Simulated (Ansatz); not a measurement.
Starting cell, Ir (fcc, Cu type):

```xyz
4
Lattice="3.8303 0.0000 0.0000 0.0000 3.8303 0.0000 0.0000 0.0000 3.8303" Properties=species:S:1:pos:R:3 pbc="T T T"
Ir     0.0000     0.0000     0.0000
Ir     1.9151     1.9151     0.0000
Ir     1.9151     0.0000     1.9151
Ir     0.0000     1.9151     1.9151
```

Scan: atom 3 (Ir, nearest neighbour Ir at 2.708 Å; its periodic images, 3.8 Å or more away, move with it) is displaced along Cartesian x, direction (1.000, 0.000, 0.000) in Cartesian axes, by s. The other atoms stay.

The numbers are results of PBEsol (plane waves to 420 eV, PAW, scalar-relativistic; Ansatz, a first-principles code), not measurements. k mesh 10×10×10 (Γ-centred), Fermi-Dirac smearing 0.05 eV. E stands for the smeared free energy. With partly filled bands, energies and forces of such displacements shift with the k mesh and the smearing. Ir is run without spin polarisation. Ir was relaxed with its symmetry unable to fall. Spin-orbit coupling is left out, though Ir is heavy. The PAW data are Ansatz's earlier set. ΔE is measured from the undisplaced structure. The last digit holds for this mesh only.

```tsv
s (Å)	ΔE (meV/cell)
-0.540	2490.7
-0.432	1509.7
-0.324	811.1
-0.216	348.2
-0.108	85.7
0.000	0.0
0.108	85.7
0.216	348.2
0.324	811.1
0.432	1509.7
0.540	2490.7
```

### Question
What force constant k = d²E/ds² at s = 0 does the table give?

### Answer
15 eV/Å². It is the second difference of the nearest points, corrected with the next pair.

### Question
With k = 14.67 eV/Å² from the forces, is the well harmonic out to s = 0.540 Å?

### Answer
½ks² = 2138 meV/cell against the computed 2491 meV/cell, so the well is stiffer than harmonic there.

(For displaced atoms, the force is minus the slope of the energy, and its curvature is a force constant, which sets phonon frequencies.)
